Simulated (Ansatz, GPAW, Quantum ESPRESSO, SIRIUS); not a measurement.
**One calculation of CsH, 4 ways**

```
Cs H
1.0
     0.00000    3.18800    3.18800
     3.18800    0.00000    3.18800
     3.18800    3.18800    0.00000
Cs H
1 1
Direct
  0.00000 0.00000 0.00000
  0.50000 0.50000 0.50000
```

Alike in all runs: task single point; functional PBEsol; k mesh 7 × 7 × 7; occupations fermi-dirac, width 0.05 eV; no spin polarisation; no spin-orbit coupling. Pressure is positive in compression and, in plane waves, holds the error of the finite cutoff.

```csv
program and potentials,plane-wave cutoff (eV),notes,pressure (GPa)
"Quantum ESPRESSO, GBRV 1.5 PBEsol",612,-,-0.55
"SIRIUS, PseudoDojo 0.4.1 PBEsol standard (scalar relativistic)",983,-,-0.54
"GPAW, PAW data sets generated for this functional",600,-,-0.51
"Ansatz, all-electron LAPW, scalar-relativistic",-,-,-0.52
```

The pressure spans -0.55 (Quantum ESPRESSO, GBRV 1.5 PBEsol) to -0.51 GPa (GPAW, PAW data sets generated for this functional), with all-electron results at -0.52.

The functional is the same throughout but for its coding, so the spread measures potentials, basis and numerics; runs on potential files found faulty are left out.
